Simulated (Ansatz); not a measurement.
Space group P-3m1 (No. 164). a = 4.010 Å, b = 4.010 Å, c = 4.848 Å, α = 90.00°, β = 90.00°, γ = 120.00°
| atom | site | symmetry | x | y | z |
| --- | --- | --- | --- | --- | --- |
| Ga | 1a | -3m. | 0.0000 | 0.0000 | 0.0000 |
| Ga | 2d | 3m. | 0.3333 | 0.6667 | 0.6401 |
| Ni | 2d | 3m. | 0.3333 | 0.6667 | 0.1415 |

Equation of state of this Ga3Ni2 structure (not necessarily the ground state), with shape and atoms relaxed at each volume where symmetry leaves them free. It has no gap at any of these volumes. Method: DFT PBEsol, scalar-relativistic, plane waves, PAW in Ansatz 0.2.0.

Plane waves to 420 eV, a k mesh through Γ of 12×12×8 on the computed 5-atom cell and Gaussian smearing (0.10 eV); no spin polarisation.

```
V (Å³/atom) E − E(largest V) (meV/atom) P (GPa)
     11.879                        61.18    24.86
     12.284                         8.71    16.92
     12.689                       -25.36    10.26
     13.094                       -44.02     4.68
     13.499                       -49.74     0.00
     13.904                       -44.62    -3.92
     14.309                       -30.43    -7.19
     14.849                         0.00   -10.69
```

Q: Fit a third-order Birch–Murnaghan equation to E(V).

A: V0 = 13.50 Å³/atom, B0 = 142 GPa, B0' = 4.9.

Cost: 8 runs of about 21 core-minutes in all, on Arm Neoverse N1 (shared hosts).